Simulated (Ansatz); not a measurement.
LaTl3 (Cu3Au type)

```xyz
4
Lattice="4.7379 0.0000 0.0000 0.0000 4.7379 0.0000 0.0000 0.0000 4.7379" Properties=species:S:1:pos:R:3 pbc="T T T"
La     0.0000     0.0000     0.0000
Tl     0.0000     2.3690     2.3690
Tl     2.3690     0.0000     2.3690
Tl     2.3690     2.3690     0.0000
```

All values below come from LDA (plane waves to 420 eV, PAW, scalar-relativistic; Ansatz, a first-principles code). Harmonic phonons by density-functional perturbation theory on a 10×10×10 k mesh, in cm⁻¹ and rounded to 5; i marks imaginary ones, q is in fractions of the reciprocal vectors of the cell shown, and the three acoustic modes at Γ are left out. LaTl3 is run without spin polarisation. LaTl3 was relaxed with its symmetry unable to fall. Spin-orbit coupling is left out, though Tl is heavy.

Task: Is the structure dynamically stable at Γ, X = (0.5, 0.0, 0.0), M = (0.5, 0.5, 0.0), R = (0.5, 0.5, 0.5)?

Result: No imaginary mode at these points (lowest 25 cm⁻¹ at R = (0.5, 0.5, 0.5)); other wave vectors were not tested.

Task: List the wavenumbers at Γ, X = (0.5, 0.0, 0.0), M = (0.5, 0.5, 0.0), R = (0.5, 0.5, 0.5), with degeneracies.

Result: 
```
q                                                     wavenumbers (cm⁻¹)
-------------------  ---------------------------------------------------
Γ                                             60 (×3), 60 (×3), 120 (×3)
X = (0.5, 0.0, 0.0)     45 (×2), 50 (×2), 65, 70, 75 (×3), 110, 120 (×2)
M = (0.5, 0.5, 0.0)  35, 45, 55, 60 (×2), 65, 70 (×2), 85, 115, 115 (×2)
R = (0.5, 0.5, 0.5)              25 (×2), 50 (×3), 55 (×3), 80, 130 (×3)
```
